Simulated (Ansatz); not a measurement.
Task: SiO₂ in space group P3_121 (No. 152; Si on 3a, O on 6c) is relaxed with r²SCAN (plane waves, PAW; program Ansatz). What lattice parameters of the conventional cell result?

Result: a = 4.921 Å, c = 5.416 Å.

Task: Give the free coordinates with the occupied sites.

Result: In one choice of origin and axes:

| atom | site | symmetry | x | y | z |
|---|---|---|---|---|---|
| Si | 3a | .2. | 0.5310 | 0.5310 | 0.0000 |
| O | 6c | 1 | 0.4132 | 0.2690 | 0.2154 |

Task: Is it a metal or does it have a gap at this level?

Result: A gap of 6.60 eV, indirect.

The r²SCAN relaxation kept the symmetry of its start.

Potentials: the later of the program's two PAW sets.
